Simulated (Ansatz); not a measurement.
## Structures of Mg3ZnC: which is lowest?

Plane-wave DFT in Ansatz with scalar-relativistic PAW potentials, cutoff 420 eV, Γ-centred meshes chosen by cell and gap, Gaussian smearing with energies taken to zero width. Every cell was relaxed (cell and atoms) in a run of its own, within the symmetry of its start. Functional: PBE.

Relaxed structures (starts from databases or built by putting these elements on another compound's sites):
A. Pm-3m, 5 atoms in the computed cell, a = 4.402 Å; sites (symmetry × multiplicity) Mg 4/mm.m × 3, Zn m-3m × 1, C m-3m × 1; start: built
B. I4mm, 5 atoms in the computed cell, a = 4.365 Å, c = 9.212 Å; sites (symmetry × multiplicity) Mg 2mm. × 4 + 4mm × 2, Zn 4mm × 2, C 4mm × 2; start: built

Problem. Rank them by energy. Could pressure change the order?

Solution.
| structure | group | E − E(lowest) (meV/atom) | V (Å³/atom) | gap on mesh (eV) |
| --- | --- | --- | --- | --- |
| A | Pm-3m | 0.0 | 17.06 | 0.00 |
| B | I4mm | 78 | 17.55 | 0.00 |

A is lowest, 78 meV/atom under B. The lowest is also the densest of these, so pressure wouldn't bring one of the others in at first order. Other structures may lie lower than all of these, and vibrations aren't counted.